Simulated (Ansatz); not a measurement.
Theory: Ansatz, DFT, r2SCAN, plane waves (500 eV) with PAW, scalar-relativistic. The PAW files were generated under PBE, with cores re-solved for the functional.

An element in the diamond structure gives this curve. The cell is scaled uniformly from the relaxed one, with fractional coordinates and shape fixed. Energies are extrapolated to zero smearing, pressures are those at the given smearing. Magnetic state: ferromagnetic.

| V (Å³/atom) | E − E₀ (meV/atom) | P (GPa) | sphere moment (μB) |
| --- | --- | --- | --- |
| 32.490 | 45.9 | 3.28 | 1.25 |
| 33.967 | 20.3 | 2.24 | 1.32 |
| 35.444 | 5.0 | 1.09 | 1.38 |
| 36.921 | -0.3 | 0.06 | 1.43 |
| 38.397 | 3.7 | -0.85 | 1.48 |
| 39.874 | 15.3 | -1.58 | 1.53 |
| 41.351 | 32.8 | -2.15 | 1.59 |

(1) Which element is it?
A. antimony
B. hafnium
C. cadmium
D. zirconium

Results:

(1) D. Its fit is V₀ = 37.01 Å³/atom, B₀ = 23 GPa, B₀′ = 2.1.
